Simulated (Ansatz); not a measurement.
**YP2Pd: reading a single point**

```yaml
crystal:
  lattice:
    - [2.62957, 2.65796, 0.00000]
    - [2.62957, -2.65796, 0.00000]
    - [0.00000, 0.00000, -9.63721]
  atoms:
    - { symbol: P, position: [0.25000, 0.25000, 0.00000] }
    - { symbol: P, position: [0.75000, 0.75000, 0.00000] }
    - { symbol: Pd, position: [0.25000, 0.25000, 0.50000] }
    - { symbol: Pd, position: [0.75000, 0.75000, 0.50000] }
    - { symbol: Y, position: [0.25000, 0.75000, 0.76584] }
    - { symbol: Y, position: [0.75000, 0.25000, 0.23416] }
    - { symbol: P, position: [0.25000, 0.75000, 0.34140] }
    - { symbol: P, position: [0.75000, 0.25000, 0.65860] }
```

Single point in Ansatz 0.2.0 with a composed functional ({exchange: {rpw86: 0.54, rpbe: 0.46}, correlation: lyp}), no spin polarisation. Cutoff 420 eV, PAW datasets, 9×9×4 Γ-centred k mesh, fermi-dirac filling (width 0.1 eV).

(1) Which element gives electrons and which takes them?

(2) Is there a gap?

(3) Which atom feels the largest force, and which way?

(4) Is the cell too large or too small?

Origin: a known structure type with other elements, at an estimated volume, so it need not be a known compound. Caveats: many states at the Fermi level without spin polarisation, so a magnetic state may lie lower; atoms or cell far from equilibrium; forces of this functional can be a tenth off on these datasets.

## Answers

(1) Bader charges in e: Y +1.63, P -0.78 to -0.64, Pd -0.20. In the mean Y gives up most and P takes most.

(2) It is a metal, with about 6.6 states/eV a cell as the mean within 0.25 eV of the Fermi level, mostly P p (43 %), Pd d (31 %) and Y d (20 %).

(3) The largest is on P8 (and as large on other atoms): 1.57 eV/Å, components (0.00, 0.00, -1.57). It makes 129° with the line to a nearest neighbour, Pd3 at 2.41 Å.

(4) The pressure is 22.9 GPa (compression positive), so with the atoms held at these fractions the cell would first expand; the forces are large, so a full relaxation may end otherwise. The principal stresses 19.5, 23.7, 25.3 GPa differ, so its shape would change too.
